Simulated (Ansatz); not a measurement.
Ba4Si23 in space group I-43m (No. 217; Pearson symbol cI54) at seven volumes, PBE (plane waves, PAW; program Ansatz), shape and atoms relaxed at each. One row is withheld.

| V (Å³/atom) | P (GPa) |
|---|---|
| 18.793 | 8.34 |
| 19.412 | 5.05 |
| 20.032 | 2.29 |
| 20.652 | 0.00 |
| 21.271 | -1.90 |
| 21.891 | ? |
| 22.510 | -4.63 |

Problem. Fit the shown pressures and predict the withheld one.

Solution. P = (3/2)B₀(x^(7/2) − x^(5/2))[1 + (3/4)(B′ − 4)(x − 1)] with x = (V₀/V)^(2/3). Least squares on the six rows gives V₀ = 20.653 Å³/atom, B₀ = 68.4 GPa, B′ = 5.48. At V = 21.891, x = 0.9619 and P = -3.39 GPa. The run itself gave -3.42 GPa.

The start of the workflow was typed in or built on a structure type; neither database checked (COD, Materials Project) lists it. Whether it is the stable phase at ambient conditions was not checked. Symmetry was held in the PBE relaxation; whether a distortion lowers the energy is not shown. Scalar-relativistic: spin–orbit coupling is off unless named, which matters more the heavier the elements.

Potentials: the later of the program's two PAW sets.
